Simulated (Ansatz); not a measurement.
HfGe in space group P-6m2 (No. 187; Hf on 1a, Ge on 1f) at seven volumes, the program Ansatz at the PBE level (PAW), shape and atoms relaxed at each. One row is withheld.

```json
[
 {"V (Å³/atom)": "17.524", "P (GPa)": "12.77"},
 {"V (Å³/atom)": "18.102", "P (GPa)": "?"},
 {"V (Å³/atom)": "18.679", "P (GPa)": "3.61"},
 {"V (Å³/atom)": "19.257", "P (GPa)": "0.00"},
 {"V (Å³/atom)": "19.835", "P (GPa)": "-3.18"},
 {"V (Å³/atom)": "20.412", "P (GPa)": "-5.77"},
 {"V (Å³/atom)": "20.990", "P (GPa)": "-8.10"}
]
```

**Question.** Fit the shown pressures and predict the withheld one.

**Answer.** P = (3/2)B₀(x^(7/2) − x^(5/2))[1 + (3/4)(B′ − 4)(x − 1)] with x = (V₀/V)^(2/3). Least squares on the six rows gives V₀ = 19.253 Å³/atom, B₀ = 112 GPa, B′ = 4.10. At V = 18.102, x = 1.0420 and P = 7.84 GPa. The run itself gave 7.78 GPa.

The cell is a constructed one: a structure type filled with these elements; neither database checked (COD, Materials Project) lists it. Whether it is the stable phase at ambient conditions was not checked. The cell was relaxed with PBE under the symmetry of its start; its stability against distortions is not shown here. The run is not spin-polarised. Spin–orbit coupling is left out wherever it is not named.

Potentials: the later of the program's two PAW sets.
